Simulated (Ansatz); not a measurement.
## Mg₂NCl (R-3m): zone-centre phonons and dielectric response

Perturbation theory with PBEsol in Ansatz 0.2.0 on the PBEsol cell, ground state and force constants on an 8×8×8 mesh. (Simulation; spin polarisation is off.)

Space group R-3m (No. 166), trigonal; conventional cell a = 3.287 Å, c = 17.795 Å, 13.88 Å³ an atom. Mg has 3 N at 2.15 Å and 3 Cl at 2.73 Å; N has 6 Mg at 2.15 Å; Cl has 6 Mg at 2.73 Å.

```cif
data_structure
_symmetry_space_group_name_H-M 'R-3m:H'
_symmetry_Int_Tables_number 166
_cell_length_a 3.2870
_cell_length_b 3.2870
_cell_length_c 17.7952
_cell_angle_alpha 90.000
_cell_angle_beta 90.000
_cell_angle_gamma 120.000
_cell_volume 166.51
loop_
_atom_site_label
_atom_site_type_symbol
_atom_site_symmetry_multiplicity
_atom_site_Wyckoff_symbol
_atom_site_fract_x
_atom_site_fract_y
_atom_site_fract_z
_atom_site_occupancy
Mg1 Mg 6 c 0.00000 0.00000 0.22320 1
N1 N 3 b 0.33333 0.66667 0.16667 1
Cl1 Cl 3 a 0.00000 0.00000 0.00000 1
```

Optical modes without the longitudinal term:
```tsv
ω (cm⁻¹)	degeneracy	IR intensity, summed over the level ((D/Å)²/amu)
92	2	3.43
180	1	8.18
274	2	0.00
449	1	0.00
461	2	38.22
468	1	10.91
```

The zone-centre optical frequencies run from 92 to 468 cm⁻¹, none imaginary (the rest of the zone wasn't tested). With the long-range field the highest mode reaches 619 cm⁻¹. The program warns that the force constants, and all that is formed from them, aren't settled on this k mesh. Of the real levels 4 are infrared active, the strongest at 461 cm⁻¹.

ε∞: 4.47 along x and y, 4.95 along z. With the ions relaxed, ε⁰ is 15.6 along x and y, 16.6 along z. Born charges, averaged over directions: Mg +2.02, N -2.57, Cl -1.48 e.

For comparison, on the r2SCAN cell the mean ε∞ is 4.16 with r2SCAN (ground state on 8×8×8; least gap 3.12 eV), 4.55 with PBE (ground state on 8×8×8; least gap 2.44 eV).
